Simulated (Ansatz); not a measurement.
Sn2Ir (fluorite or antifluorite type, Fm-3m) at seven volumes, plane-wave PAW r²SCAN (Ansatz code), scaled uniformly. One row is withheld.

```
V (Å³/atom)  P (GPa)
-----------  -------
19.561             ?
20.205          9.41
20.850          4.27
21.495          0.00
22.140         -3.54
22.785         -6.43
23.430         -8.77
```

Problem. Fit the shown pressures and predict the withheld one.

Solution. Third-order Birch–Murnaghan: P = (3/2)B₀(x^(7/2) − x^(5/2))[1 + (3/4)(B′ − 4)(x − 1)] with x = (V₀/V)^(2/3). Least squares on the six rows gives V₀ = 21.493 Å³/atom, B₀ = 128.8 GPa, B′ = 5.45. At V = 19.561, x = 1.0648 and P = 15.68 GPa. The run itself gave 15.52 GPa.

The workflow started from an entry of the Crystallography Open Database (COD). Its standing as an ambient phase is unchecked. The r²SCAN relaxation kept the symmetry of its start; whether a distortion lowers the energy is not shown. No spin polarisation was allowed. Spin–orbit coupling is left out wherever it is not named.

Potentials: the later of the program's two PAW sets.
